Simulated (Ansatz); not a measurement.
Crystals of one structure type (zinc blende) and one family of elements, relaxed and computed with LDA in the plane-wave PAW code Ansatz.

| crystal | V (Å³/atom) | B₀ by P(V) fit (GPa) |
|---|---|---|
| ZnS | 18.58 | 86.5 |
| ZnSe | 21.57 | ? |
| CdS | 23.84 | 68.0 |
| CdSe | 27.10 | 57.9 |

Q: Fit a straight line to ln B₀ against ln V and predict the withheld value.

A: Least squares on the 3 shown rows: ln B₀ = -1.05 × ln V + (7.534), with a scatter of 1 %. For ZnSe this gives 74.4. The run itself gave 71.6, outside the scatter: the line misses something about this case.

All cells were relaxed under the symmetry of their starts (and spin orders); stability against distortions was not tested throughout. Spin–orbit coupling is left out wherever it is not named.

Potentials: the later of the program's two PAW sets.
